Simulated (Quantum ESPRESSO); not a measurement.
pw.x input (Quantum ESPRESSO 7.5; LDA, PseudoDojo standard norm-conserving files, scalar-relativistic):

```
&CONTROL
  calculation = 'scf'
  pseudo_dir = './pseudo'
  outdir = './out'
  tprnfor = .true.
  tstress = .true.
/
&SYSTEM
  ibrav = 0
  nat = 6
  ntyp = 2
  ecutwfc = 90.0
  ecutrho = 360.0
  occupations = 'smearing'
  smearing = 'fd'
  degauss = 0.002
  nbnd = 57
/
&ELECTRONS
  conv_thr = 6e-10
/
ATOMIC_SPECIES
Fe 55.8450 Fe.upf
Se 78.9710 Se.upf
CELL_PARAMETERS angstrom
  4.779590000000   0.000000000000   0.000000000000
  0.000000000000   5.756260000000   0.000000000000
  0.000000000000   0.000000000000   3.580900000000
ATOMIC_POSITIONS crystal
Fe   0.000000000000   0.000000000000   0.000000000000
Fe   0.500000000000   0.500000000000   0.500000000000
Se   0.213260000000   0.369770000000   0.000000000000
Se   0.786740000000   0.630230000000   0.000000000000
Se   0.713260000000   0.130230000000   0.500000000000
Se   0.286740000000   0.869770000000   0.500000000000
K_POINTS automatic
6 6 8 0 0 0
```

End of the output:

```

[...]
     the Fermi energy is    14.1643 ev
!    total energy              =   -1470.63828009 Ry
     estimated scf accuracy    <          3.6E-10 Ry
     smearing contrib. (-TS)   =      -0.00001022 Ry
     internal energy E=F+TS    =   -1470.63826987 Ry
     The total energy is F=E-TS. E is the sum of the following terms:
     one-electron contribution =    -717.94955671 Ry
     hartree contribution      =     397.21522896 Ry
     xc contribution           =    -261.42382203 Ry
     ewald contribution        =    -888.48012009 Ry
     convergence has been achieved in  12 iterations
     Forces acting on atoms (cartesian axes, Ry/au):
     atom    1 type  1   force =     0.00000000    0.00000000   -0.00000000
     atom    2 type  1   force =     0.00000000    0.00000000   -0.00000000
     atom    3 type  2   force =     0.01688673   -0.00773047   -0.00000000
     atom    4 type  2   force =    -0.01688673    0.00773047   -0.00000000
     atom    5 type  2   force =     0.01688673    0.00773047   -0.00000000
     atom    6 type  2   force =    -0.01688673   -0.00773047   -0.00000000
     Total force =     0.037144     Total SCF correction =     0.000036
     Computing stress (Cartesian axis) and pressure
          total   stress  (Ry/bohr**3)                   (kbar)     P=      -78.92
  -0.00049268   0.00000000   0.00000000          -72.48        0.00        0.00
   0.00000000  -0.00053615   0.00000000            0.00      -78.87        0.00
   0.00000000   0.00000000  -0.00058070            0.00        0.00      -85.42
```
In a gapped system the printed Fermi energy is only some level inside the gap.

Spin-orbit coupling is not included.

Geometry of the Materials Project entry, not relaxed at this level.

The runs are not spin-polarised; magnetic order was not tried.
